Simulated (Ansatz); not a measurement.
**W (Fm-3m), clamped-ion strain scan**

Computed with DFT r2SCAN, scalar-relativistic, plane waves, PAW (Ansatz). The runs took a 500 eV cutoff, a Γ-centred 20×20×20 mesh and Gaussian smearing (0.15 eV). Spin–orbit coupling is left out, which can shift energies with elements as heavy as these. No spin polarisation. Energies are free energies at this smearing, counted from the undisturbed cell; pressure is positive in compression.

Zero of the scan (as given, not relaxed at this level; it stands at -8.8 GPa; this fcc form isn't the usual structure):

```
W
1.0
     0.00000    2.03000    2.03000
     2.03000    0.00000    2.03000
     2.03000    2.03000    0.00000
W
1
Direct
  0.00000 0.00000 0.00000
```

The cell is strained by ε times the Voigt pattern (0, 0, 0, 1, 0, 0) (xx, yy, zz, yz, xz, xy; engineering shear) with fractional coordinates fixed. The cell is metallic on the mesh throughout. At -9 GPa the given cell is far from its own equilibrium, so these figures belong to a strongly strained crystal.

```tsv
ε	ΔE (meV/atom)	stress summed along the pattern (GPa, tension positive)	pressure (GPa)
-0.0600	-28.9	6.37	-8.0
-0.0300	-9.6	5.17	-8.6
0.0000	0.0	0.00	-8.8
0.0075	-0.7	-1.74	-8.8
0.0150	-2.7	-3.23	-8.8
0.0225	-5.8	-4.37	-8.7
0.0375	-14.0	-5.70	-8.5
0.0450	-18.8	-6.04	-8.4
0.0525	-23.8	-6.26	-8.2
```

By symmetry 0.0600 repeats -0.0600, -0.0450 repeats 0.0450, 0.0300 repeats -0.0300, -0.0150 repeats 0.0150 in energy, with the opposite slope along the path. All sampled points lie below the start, which is a maximum along this line.